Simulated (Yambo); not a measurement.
Yambo run on CsScW2O8 (space group P-3m1, No. 164). The wavefunctions come from this Quantum ESPRESSO step (PBEsol, PseudoDojo standard norm-conserving files, scalar-relativistic):

```
&CONTROL
  calculation = 'nscf'
  pseudo_dir = './pseudo'
  outdir = './out'
/
&SYSTEM
  ibrav = 0
  nat = 12
  ntyp = 4
  ecutwfc = 84.0
  ecutrho = 336.0
  occupations = 'fixed'
  force_symmorphic = .true.
  nbnd = 362
/
&ELECTRONS
  conv_thr = 1.2000000000000002e-08
  diago_full_acc = .true.
  diago_thr_init = 1e-08
/
ATOMIC_SPECIES
O 15.9990 O.upf
Sc 44.9559 Sc.upf
Cs 132.9055 Cs.upf
W 183.8400 W.upf
CELL_PARAMETERS angstrom
  5.927249968000   0.000000000000   0.000000000000
 -2.963624984000   5.133149047000   0.000000000000
  0.000000000000   0.000000000000   8.105800000000
ATOMIC_POSITIONS crystal
O   0.164210000000   0.835790000000   0.343430000000
O   0.835790000000   0.164210000000   0.656570000000
O   0.164210000000   0.328420000000   0.343430000000
O   0.835790000000   0.671580000000   0.656570000000
O   0.671580000000   0.835790000000   0.343430000000
O   0.328420000000   0.164210000000   0.656570000000
O   0.333333333000   0.666666667000   0.054110000000
O   0.666666667000   0.333333333000   0.945890000000
Sc   0.000000000000   0.000000000000   0.500000000000
Cs   0.000000000000   0.000000000000   0.000000000000
W   0.333333333000   0.666666667000   0.273650000000
W   0.666666667000   0.333333333000   0.726350000000
K_POINTS automatic
3 3 1 0 0 0
```

Yambo input:

```
rim_cut
gw0
dyson
el_el_corr
HF_and_locXC
ppa
em1d
RandQpts= 1000000
RandGvec= 1 Ry
EXXRLvcs= 84 Ry
VXCRLvcs= 336 Ry
Chimod= "HARTREE"
% BndsRnXp
 4 | 360 |
%
NGsBlkXp= 7 Ry
% LongDrXp
 1.0 | 1.0 | 1.0 |
%
PPAPntXp= 27.2114 eV
% GbndRnge
 1 | 360 |
%
GTermKind= "BG"
DysSolver= "n"
ExtendOut
% QPkrange
 1 | 1 | 48 | 49 |
 2 | 2 | 48 | 49 |
 3 | 3 | 48 | 49 |
%
```

k points by index: 1 = Γ, 2 = (0, 0.333, 0), 3 = K.

The o-*.qp file then holds:

```
#    K-point    Band    Eo [eV]    E [eV]    E-Eo [eV]    Vxc [eV]    Vnlxc [eV]    Sc|Eo [eV]    Sc|E [eV]    dSc/dw|Eo [eV]    Re(Z)    Im(Z)
#
    1    48    -0.016347    -0.884349    -0.868002    -19.41717    -24.52483    3.988118    4.239659    -7.884289    0.775346    -0.001563
    1    49    3.901167    5.701303    1.800137    -16.85815    -10.69317    -3.958874    -4.364842    -6.136267    0.815989    -0.001358
    2    48    0.000000    -0.901402    -0.901402    -19.23208    -24.35487    3.957718    4.221395    -7.958326    0.773713    -0.001718
    2    49    4.207438    6.012631    1.805192    -17.11060    -10.97088    -3.916060    -4.334532    -6.307356    0.811822    -0.001789
    3    48    -0.125030    -1.055999    -0.930969    -19.02046    -24.14213    3.919374    4.190707    -7.928821    0.774360    -0.002237
    3    49    4.378084    6.206991    1.828906    -17.51533    -11.42209    -3.834130    -4.264334    -6.399663    0.809588    -0.002675
```
(The two width columns are left out.) Convergence of these settings isn't established.

Spin-orbit coupling is not included.

Geometry of the Materials Project entry, not relaxed at this level.

The structure is a Materials Project entry; no match was found in the copy of COD used, and its stability was not checked.
